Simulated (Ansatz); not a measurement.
**Equation of state of O**

Space group R-3m:H (No. 166). a = 2.847 Å, b = 2.847 Å, c = 10.225 Å, α = 90.00°, β = 90.00°, γ = 120.00°
```csv
atom,site,symmetry,x,y,z
O,6c,3m,0.0000,0.0000,0.0577
```

The runs use the primitive cell with vectors (1.423, 0.822, 3.408), (-1.423, 0.822, 3.408), (0.000, -1.644, 3.408) Å, to which the k mesh refers.

The cell comes from COD entry 2106431, which wasn't checked; take it as a given geometry.

Solid oxygen carries moments on its molecules; these runs leave spin out.

Levels of theory: DFT, PBEsol, all-electron LAPW, scalar-relativistic (Ansatz 0.2.0); DFT, PBEsol, PAW with Ansatz's default frozen-core files, scalar-relativistic (Ansatz 0.2.0).

For LAPW: a Γ-centred 10×10×10 k mesh, Fermi–Dirac smearing of 0.02 eV, basis error target 0.5 meV/atom, no spin polarisation. PAW takes a cutoff of 420 eV at this cell (files made with PBE, cores remade for this functional). The Ansatz runs share mesh, smearing and spin set-up. Plane-wave (PAW) pressures include the program's estimate of the Pulay term.

The cell above is scaled evenly, with fractional coordinates and shape held.

Estimate the equilibrium volume and bulk modulus that full-potential LAPW gives for this fixed shape.

V0 = 12.19 Å³/atom, B0 = 94 GPa, B0′ = 4.2, from a third-order Birch–Murnaghan fit to these pressures:
```
V/V(cell)  V (Å³/atom)  P, LAPW (GPa)  P, PAW (GPa)
   0.9400       11.242           9.00          8.41
   0.9600       11.481           6.36          5.85
   0.9800       11.721           3.98          3.56
   0.9900       11.840           2.88          2.50
   1.0000       11.960           1.83          1.49
   1.0100       12.079           0.84          0.53
   1.0200       12.199          -0.10         -0.38
   1.0400       12.438          -1.85         -2.07
   1.0600       12.677          -3.43         -3.60
```

PAW's V0 lies -0.31 % from the all-electron value and its B0 -2.1 %. With shape and internal coordinates held, B0 is an upper bound to the relaxed modulus.
